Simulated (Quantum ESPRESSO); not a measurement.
# Mg3GaO4: input and log of a self-consistent run

A calculation, not a measurement. The program is pw.x of Quantum ESPRESSO 7.5 (plane-wave density functional theory). The cell is made up: 8 atoms on a wurtzite lattice, with randomly drawn elements, strain and displacements, not relaxed. PseudoDojo standard norm-conserving files (v0.5 for PBE, v0.4.1 for LDA and PBEsol) set the functional; there is no spin polarisation, spin-orbit coupling or dispersion term, and the masses in the input are unused placeholders. A spin-polarised start on this cell or one of its family kept no moment.

Input:

```
&control calculation='scf', pseudo_dir='./dojo.nc.sr.pbe.v0_5.standard.upf', outdir='./o', disk_io='medium', tprnfor=.true., tstress=.true. /
&system ibrav=0, nat=8, ntyp=3, nbnd=44, ecutwfc=84.00895049, nosym=.true., tot_charge=0,
 occupations='smearing', smearing='fd', degauss=0.0073498644
/
&electrons conv_thr=7.350e-09, electron_maxstep=60, /
ATOMIC_SPECIES
Ga 1.0 Ga.upf
Mg 1.0 Mg.upf
O 1.0 O.upf
CELL_PARAMETERS angstrom
3.2991 -0.0385 -0.0181
-0.0667 5.6212 0.0284
-0.0296 0.0268 5.2036
ATOMIC_POSITIONS angstrom
Mg 0.0803 0.0027 0.0128
Ga 1.6787 2.7572 0.0797
Mg 1.599 0.9138 2.6826
Mg -0.0476 3.7375 2.56
O -0.1031 0.0172 1.9521
O 1.5665 2.7736 1.8977
O 1.5994 0.9555 4.5872
O -0.2049 3.652 4.4583
K_POINTS automatic
7 6 6 1 1 1
```

The log is shortened where brackets say so; the opening notice, blank lines, dates and the lines on written files are dropped, and the path of the files is cut. It prints rydbergs, bohrs and kilobars, and counts compression as positive stress.

```
     Program PWSCF v.7.5
     Parallel version (MPI & OpenMP), running on       1 processor cores
     Number of MPI processes:                 1
     Threads/MPI process:                     1
     [start-up lines left out]
     bravais-lattice index     =            0
     lattice parameter (alat)  =       6.2349  a.u.
     unit-cell volume          =     651.0889 (a.u.)^3
     number of atoms/cell      =            8
     number of atomic types    =            3
     number of electrons       =        67.00
     number of Kohn-Sham states=           44
     kinetic-energy cutoff     =      84.0090  Ry
     charge density cutoff     =     336.0358  Ry
     scf convergence threshold =      7.3E-09
     mixing beta               =       0.7000
     number of iterations used =            8  plain     mixing
     Exchange-correlation= PBE
                           (   1   4   3   4   0   0   0)
     [axes and pseudopotential details left out]
   Cartesian axes
     site n.     atom                  positions (alat units)
         1        Mg     tau(   1) = (   0.0243379   0.0008183   0.0038795  )
         2        Ga     tau(   2) = (   0.5087934   0.8356736   0.0241561  )
         3        Mg     tau(   3) = (   0.4846373   0.2769616   0.8130633  )
         4        Mg     tau(   4) = (  -0.0144270   1.1327905   0.7759047  )
         5        O      tau(   5) = (  -0.0312483   0.0052131   0.5916576  )
         6        O      tau(   6) = (   0.4747870   0.8406442   0.5751697  )
         7        O      tau(   7) = (   0.4847586   0.2896004   1.3903242  )
         8        O      tau(   8) = (  -0.0621027   1.1068765   1.3512562  )
     number of k points=   126  Fermi-Dirac smearing, width (Ry)=  0.0073
     Number of k-points >= 100: set verbosity='high' to print them.
     Dense  grid:    67745 G-vectors     FFT dimensions: (  40,  64,  60)
     Estimated max dynamical RAM per process >      88.25 MB
     Initial potential from superposition of free atoms
     starting charge      66.9949, renormalised to      67.0000
     Starting wfcs are   40 randomized atomic wfcs +    4 random wfcs
     total cpu time spent up to now is       25.6 secs
     per-process dynamical memory:    70.0 Mb
     Self-consistent Calculation
     iteration #  1     ecut=    84.01 Ry     beta= 0.70
     Davidson diagonalization with overlap
     ethr =  1.00E-02,  avg # of iterations =  5.4
     total cpu time spent up to now is       95.1 secs
     total energy              =    -641.27427393 Ry
     estimated scf accuracy    <       2.08399312 Ry
     iteration #  2     ecut=    84.01 Ry     beta= 0.70
     Davidson diagonalization with overlap
     ethr =  3.11E-03,  avg # of iterations =  2.0
     total cpu time spent up to now is      155.6 secs
     total energy              =    -641.74874496 Ry
     estimated scf accuracy    <       2.56445053 Ry
     iteration #  3     ecut=    84.01 Ry     beta= 0.70
     Davidson diagonalization with overlap
     ethr =  3.11E-03,  avg # of iterations =  2.0
     total cpu time spent up to now is      213.6 secs
     total energy              =    -642.23643452 Ry
     estimated scf accuracy    <       0.01756033 Ry
     iteration #  4     ecut=    84.01 Ry     beta= 0.70
     Davidson diagonalization with overlap
     ethr =  2.62E-05,  avg # of iterations =  6.5
     total cpu time spent up to now is      282.7 secs
     total energy              =    -642.23914737 Ry
     estimated scf accuracy    <       0.01489823 Ry
     iteration #  5     ecut=    84.01 Ry     beta= 0.70
     Davidson diagonalization with overlap
     ethr =  2.22E-05,  avg # of iterations =  2.0
     total cpu time spent up to now is      331.4 secs
     total energy              =    -642.24143530 Ry
     estimated scf accuracy    <       0.00116456 Ry
     [iterations 6 to 7 left out]
     iteration #  8     ecut=    84.01 Ry     beta= 0.70
     Davidson diagonalization with overlap
     ethr =  2.46E-08,  avg # of iterations =  2.0
     total cpu time spent up to now is      489.0 secs
     total energy              =    -642.24152315 Ry
     estimated scf accuracy    <       0.00000503 Ry
     iteration #  9     ecut=    84.01 Ry     beta= 0.70
     Davidson diagonalization with overlap
     ethr =  7.51E-09,  avg # of iterations =  2.0
     total cpu time spent up to now is      546.9 secs
     total energy              =    -642.24152413 Ry
     estimated scf accuracy    <       0.00000070 Ry
     iteration # 10     ecut=    84.01 Ry     beta= 0.70
     Davidson diagonalization with overlap
     ethr =  1.04E-09,  avg # of iterations =  2.0
     total cpu time spent up to now is      593.8 secs
     total energy              =    -642.24152415 Ry
     estimated scf accuracy    <       0.00000012 Ry
     iteration # 11     ecut=    84.01 Ry     beta= 0.70
     Davidson diagonalization with overlap
     ethr =  1.72E-10,  avg # of iterations =  2.0
     total cpu time spent up to now is      653.1 secs
     total energy              =    -642.24152418 Ry
     estimated scf accuracy    <       0.00000002 Ry
     iteration # 12     ecut=    84.01 Ry     beta= 0.70
     Davidson diagonalization with overlap
     ethr =  2.59E-11,  avg # of iterations =  2.0
     total cpu time spent up to now is      695.9 secs
     End of self-consistent calculation
     [lines on levels left out]
!    total energy              =    -642.24152418 Ry
     estimated scf accuracy    <          4.1E-09 Ry
     smearing contrib. (-TS)   =      -0.00148346 Ry
     internal energy E=F+TS    =    -642.24004071 Ry
     The total energy is F=E-TS. E is the sum of the following terms:
     one-electron contribution =    -352.11022548 Ry
     hartree contribution      =     201.36030425 Ry
     xc contribution           =    -123.66208410 Ry
     ewald contribution        =    -367.82803539 Ry
     convergence has been achieved in  12 iterations
     Forces acting on atoms (cartesian axes, Ry/au):
     atom    1 type  2   force =    -0.04000192   -0.02617500   -0.00375905
     atom    2 type  1   force =    -0.04414527    0.00415726   -0.06872651
     atom    3 type  2   force =    -0.00566216   -0.01098509   -0.04955117
     atom    4 type  2   force =    -0.00697418    0.00961571   -0.02382509
     atom    5 type  3   force =     0.01754561    0.00393775    0.02525727
     atom    6 type  3   force =     0.00766736   -0.00860304    0.06096281
     atom    7 type  3   force =     0.03094931   -0.00164672    0.02153512
     atom    8 type  3   force =     0.04062124    0.02969912    0.03810662
     Total force =     0.150082     Total SCF correction =     0.000073
     Computing stress (Cartesian axis) and pressure
          total   stress  (Ry/bohr**3)                   (kbar)     P=       90.77
   0.00047134   0.00017859  -0.00012901           69.34       26.27      -18.98
   0.00017859   0.00033746  -0.00014176           26.27       49.64      -20.85
  -0.00012901  -0.00014176   0.00104240          -18.98      -20.85      153.34
     init_run     :     20.60s CPU     25.52s WALL (       1 calls)
     electrons    :    605.20s CPU    670.28s WALL (       1 calls)
     forces       :      4.72s CPU      4.78s WALL (       1 calls)
     stress       :     19.11s CPU     19.22s WALL (       1 calls)
     [timing details left out]
     PWSCF        :  10m49.88s CPU  12m 0.48s WALL
     JOB DONE.
```

In other units: free energy -8738.141 eV for the cell, pressure 9.08 GPa, largest force component 1.767 eV/Å. A rerun of a related cell, with the same atoms placed differently, at 1437 eV and a 9 x 8 x 8 mesh moved values by no more than 0.004 eV in energy, 0.05 GPa in stress and 0.012 eV/Å in force.